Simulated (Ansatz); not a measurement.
Relaxed-ion elastic tensor of BN (rock salt, space group No. 225) in GPa (Voigt order), DFT-PBE in the program Ansatz with PAW potentials; density 3.83 g/cm³, 5.38 Å³ per atom.

```csv
,1,2,3,4,5,6
1,521,309,309,0.0,0.0,0.0
2,309,521,309,0.0,0.0,0.0
3,309,309,521,0.0,0.0,0.0
4,0.0,0.0,0.0,619,0.0,0.0
5,0.0,0.0,0.0,0.0,619,0.0
6,0.0,0.0,0.0,0.0,0.0,619
```

Question: Is the crystal mechanically stable?

Answer: Yes: the smallest eigenvalue of C is 212 GPa.

Question: Work out the Voigt, Reuss and Hill averages.

Answer: K_V = 379, K_R = 379, K_H = 379; G_V = 414, G_R = 211, G_H = 313 GPa.

Question: Give Young's modulus, Poisson's ratio, Pugh's ratio and the universal anisotropy index.

Answer: E = 9KG/(3K + G) = 736 GPa; ν = 0.18; K/G = 1.21 (brittle by the Pugh limit of 1.75); A_U = 5G_V/G_R + K_V/K_R − 6 = 4.81.

Question: Estimate the sound speeds and the Debye temperature.

Answer: v_l = √((K + 4G/3)/ρ) = 14400 m/s, v_t = √(G/ρ) = 9030 m/s, mean 9950 m/s; Θ = (h/k)(3n/4πV)^(1/3) v_m = 1690 K.

Question: Give the Zener ratio and Young's modulus along [100], [110] and [111].

Answer: A = 2C44/(C11 − C12) = 5.83; 1/E = S11 − 2(S11 − S12 − S44/2)Γ with Γ = 0, 1/4, 1/3 gives 291, 675, 1200 GPa.

Space group Fm-3m (rock salt). A made-up cell: these elements were put on the sites of a structure type; neither database checked (COD, Materials Project) lists it. It is not the phase usual at ambient conditions (space group No. 186, 194, 216). The PBE relaxation kept the symmetry of its start. At this level the phase is dynamically unstable (imaginary phonons).

Potentials: the later of the program's two PAW sets.
